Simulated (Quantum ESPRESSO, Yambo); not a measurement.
At a photon energy of 13.25 eV, RPA with local fields on PBEsol bands shifted by a G0W0 scissor of 4.88 eV (Quantum ESPRESSO and Yambo; 4×4×4 mesh, 122 bands, 3 Ry local-field block, 0.2 eV broadening) gives ε = 3.36 + 3.65i for KSc$_{2}$F$_{7}$ (space group Cmmm, No. 65), field along x. Axes are Cartesian, with cell vectors (Å) (3.27, -5.29, 0.00), (3.27, 5.29, 0.00), (0.00, 0.00, 4.05).

Q: Work out n, κ, the normal-incidence reflectivity, the absorption coefficient and the penetration depth.

A: 
|ε| = 4.96; n = √((|ε| + ε1)/2) = 2.04, κ = √((|ε| − ε1)/2) = 0.89. R = ((n − 1)² + κ²)/((n + 1)² + κ²) = 0.19. α = 2Eκ/(ħc) with ħc = 197.327 eV nm: 0.1202 per nm = 12 × 10⁵ per cm, a 1/e depth of 8.3 nm. The computed direct gap is 10.77 eV, and the energy scale of the real crystal may differ from it. Excitonic effects are left out, and values at one energy depend on mesh and broadening. The scissor comes from a G0W0 run whose convergence isn't established. Convergence of the RPA response with its 4×4×4 mesh was not tested.

Geometry of the Materials Project entry, not relaxed at this level; primitive cell a = b = 6.2243 Å, c = 4.0483 Å, α = β = 90.00°, γ = 116.57°.

The structure is a Materials Project entry; no match was found in the copy of COD used, and its stability was not checked.
